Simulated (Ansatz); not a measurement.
# Stability checks on a candidate for SnGe₃O₄

The cell was found from a structure generator's guess, not taken from experiment.

These are results of DFT PBE, scalar-relativistic, plane waves, PAW in Ansatz, not measurements. Settings of the last relaxation (8-atom cell): 420 eV, 6×6×6 k points, Gaussian smearing of 0.02 eV, no spin polarisation.

```cif
data_structure
_symmetry_space_group_name_H-M 'P 1'
_symmetry_Int_Tables_number 1
_cell_length_a 5.0767
_cell_length_b 5.6679
_cell_length_c 6.3530
_cell_angle_alpha 107.391
_cell_angle_beta 112.818
_cell_angle_gamma 91.209
_cell_volume 158.83
loop_
_atom_site_label
_atom_site_type_symbol
_atom_site_fract_x
_atom_site_fract_y
_atom_site_fract_z
_atom_site_occupancy
Sn1 Sn 0.40756 0.41341 0.74526 1
Ge1 Ge 0.69009 0.08329 0.28061 1
Ge2 Ge 0.09082 0.58938 0.28179 1
Ge3 Ge 0.80822 0.90539 0.70846 1
O1 O 0.91119 0.84787 0.42895 1
O2 O 0.46419 0.66293 0.56207 1
O3 O 0.01164 0.34621 0.42032 1
O4 O 0.61629 0.15151 0.57254 1
```

The zero of energy is the elements' standard structures at the same level (O₂ as a molecule); no fitted shifts are applied. The references include grey tin.

Task: These tests were run: energy against the elements; random kick, then relaxation without symmetry; phonons on a 2×1×1 q mesh. What do they show?

Result:

| test | result |
| --- | --- |
| energy against the elements | −1.201 eV/atom |
| random kick, then relaxation without symmetry | returns |
| phonons on a 2×1×1 q mesh | no imaginary mode on the mesh, but the interpolation dips to 77i cm⁻¹ between its points |

It fails none of these tests outright. Other phases of the system weren't compared here, so this isn't yet thermodynamic stability. Undecided within the accuracy: phonons on a 2×1×1 q mesh.

No dispersion correction is applied, so the spacing and binding between layers, chains or molecules are poorly described. The kick test ran on a coarse mesh. The run for the phonons used a 6×6×6 k mesh.
